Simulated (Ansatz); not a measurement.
## Zincblende alloy of AlP and GaP (26 of 32 Al sites exchanged), 64 atoms

Ansatz, PAW, plane waves. PBEsol relaxation of volume and atoms (shape held) at the single k point (¼, ¼, ¼) without its symmetry partners; single points on the relaxed atoms at the Γ point alone, onto which points of the small cell's zone fold. Arrangement: random. No spin–orbit coupling unless named.

Relaxed structure:

```
Ga Al P
1.0
    10.89134    0.00000    0.00000
     0.00000   10.89134    0.00000
     0.00000    0.00000   10.89134
Ga Al P
26 6 32
Direct
  0.99938 0.99986 0.99984
  0.99973 0.99944 0.50044
  0.99965 0.50006 0.00011
  0.99990 0.50065 0.49999
  0.50017 0.00013 0.99991
  0.49997 0.00022 0.50011
  0.25010 0.25039 0.99982
  0.24994 0.25009 0.50005
  0.24972 0.75035 0.50035
  0.74952 0.24996 0.00010
  0.74966 0.25007 0.50009
  0.75003 0.75031 0.00017
  0.74983 0.75037 0.50002
  0.24996 0.00040 0.74993
  0.24945 0.50032 0.25037
  0.24953 0.50016 0.74991
  0.74971 0.00003 0.25026
  0.74949 0.99990 0.75017
  0.74990 0.50036 0.24993
  0.74982 0.50066 0.75006
  0.99931 0.74981 0.25053
  0.99944 0.75018 0.74982
  0.50002 0.24963 0.25016
  0.49997 0.24980 0.74994
  0.50033 0.75022 0.25023
  0.50002 0.75044 0.74973
  0.49957 0.49950 0.99981
  0.49926 0.49973 0.49965
  0.24934 0.74988 0.99952
  0.24976 0.99974 0.24953
  0.99939 0.24989 0.24980
  0.99925 0.24991 0.74969
  0.12478 0.12527 0.12419
  0.12488 0.12488 0.62460
  0.12415 0.62485 0.12535
  0.12462 0.62517 0.62506
  0.62469 0.12484 0.12492
  0.62465 0.12492 0.62496
  0.62473 0.62510 0.12495
  0.62459 0.62520 0.62472
  0.37448 0.37474 0.12572
  0.37431 0.37467 0.62541
  0.37530 0.87468 0.12470
  0.37485 0.87526 0.62497
  0.87431 0.37538 0.12473
  0.87442 0.37580 0.62460
  0.87477 0.87501 0.12520
  0.87433 0.87486 0.62513
  0.37477 0.12492 0.37508
  0.37496 0.12504 0.87498
  0.37438 0.62567 0.37475
  0.37489 0.62515 0.87428
  0.87458 0.12451 0.37567
  0.87420 0.12468 0.87539
  0.87440 0.62502 0.37507
  0.87483 0.62515 0.87504
  0.12462 0.37510 0.37523
  0.12463 0.37510 0.87488
  0.12438 0.87469 0.37526
  0.12423 0.87553 0.87449
  0.62502 0.37479 0.37460
  0.62516 0.37466 0.87459
  0.62468 0.87506 0.37499
  0.62464 0.87493 0.87488
```

**Question.** What are the mean bond lengths by pair (pairs within 1.2 times the sum of covalent radii, less contacts 15 % beyond the pair's median; cation–cation pairs of compounds aside; long ionic contacts are cut short by that bound)?

**Answer.** Al–P 2.363 ± 0.001 Å (standard deviation, 24 bonds); Ga–P 2.357 ± 0.002 Å (standard deviation, 104 bonds).

**Question.** What gap lies between the top filled and the lowest empty level in the single points?

**Answer.** HSE06 2.28 eV (24 s on NVIDIA GB300); r²SCAN 1.86 eV (4.5 s on NVIDIA GB300). An indirect band minimum needn't fold onto Γ of this cell; where it doesn't, these gaps are too wide.
